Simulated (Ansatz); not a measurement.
**Question.** Each is relaxed and computed with DFT-r²SCAN in the program Ansatz with PAW potentials. Which is the only metal?
(A) ZnGeO3, R-3 (Zn on 6c, Ge on 6c, O on 18f)
(B) GeTePt, P2_13 (Ge on 4a, Te on 4a, Pt on 4a)
(C) GePdS3, C2/m (Pearson symbol mS20)
(D) Ta5Ge3, I4/mcm (Ta on 16l, Ta on 4c, Ge on 8h, Ge on 4a)

**Answer.** D, Ta5Ge3, I4/mcm (Ta on 16l, Ta on 4c, Ge on 8h, Ge on 4a). Ta5Ge3: metal; GePdS3: gap 1.49 eV (indirect); ZnGeO3: gap 3.19 eV (indirect); GeTePt: gap 0.37 eV (indirect). Standing as an ambient phase not checked: Ta5Ge3, I4/mcm (Ta on 16l, Ta on 4c, Ge on 8h, Ge on 4a); GePdS3, C2/m (Pearson symbol mS20); ZnGeO3, R-3 (Zn on 6c, Ge on 6c, O on 18f); GeTePt, P2_13 (Ge on 4a, Te on 4a, Pt on 4a). Weakly bound layers, chains or molecules computed without a dispersion correction, so cells and soft constants are ill determined: GePdS3, C2/m (Pearson symbol mS20). All cells were relaxed under the symmetry of their starts (and spin orders); stability against distortions was not tested throughout. Rows with no word on spin ran without spin polarisation. Spin–orbit coupling is left out wherever it is not named.

Potentials: the later of the program's two PAW sets.
